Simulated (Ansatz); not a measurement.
**LiH (rock salt), generalised stacking-fault energy along a line**

LiH (rock salt) is sheared across one {100} plane: the third cell vector gains the shift, so faults repeat every 6.0 Å. The cut lies between planes 2.00 Å apart; the cell height is held.

```
LiH
1.0
    2.83227     0.00000     0.00000
    0.00000     2.83227     0.00000
    1.41613     1.41613     6.00814
H Li
3 3
Direct
  0.00000   0.00000   0.83333
  0.33333   0.33333   0.16667
  0.66667   0.66667   0.50000
  0.50000   0.50000   0.83333
  0.83333   0.83333   0.16667
  0.16667   0.16667   0.50000
```

In-plane vectors a = (2.832, 0.000) Å, b = (0.000, 2.832) Å, area 8.02 Å². The shift is s times the vector a + b (length 4.005 Å), so s = 1 restores the start. Atoms relax along the normal only. γ = [E(shift) − E(0)] / area.

Computed with r2SCAN (plane waves to 500 eV, PAW, scalar-relativistic; Ansatz, a first-principles code). k mesh 10×10×10 (Γ-centred), Fermi-Dirac smearing 0.05 eV. E is the zero-smearing estimate. Stress and pressure are positive under compression. Faults lie only 6.0 Å apart, and holding the cell height raises γ above its relaxed value. LiH was relaxed with its symmetry unable to fall. The zero of γ is zero shift.

```tsv
s	γ (meV/Å²)	σ normal to the fault (GPa)
0.000	0	0.0
0.083	8	0.5
0.167	31	3.0
0.250	58	7.7
0.333	82	12.6
0.417	97	16.0
0.500	103	17.1
0.583	97	16.0
0.667	82	12.6
0.750	58	7.7
0.833	31	3.0
0.917	8	0.5
```

Key numbers:

- Highest computed γ on the line: 1.64 J/m²
- Position of the highest point: s = 0.500
- Local minima between the ends: no computed point is one
- Steepest slope dγ/d(shift) before the first maximum (spline): 13 GPa

(The slope of γ gives the shear force per area between the displaced halves; near zero shift its curvature is an elastic stiffness.)
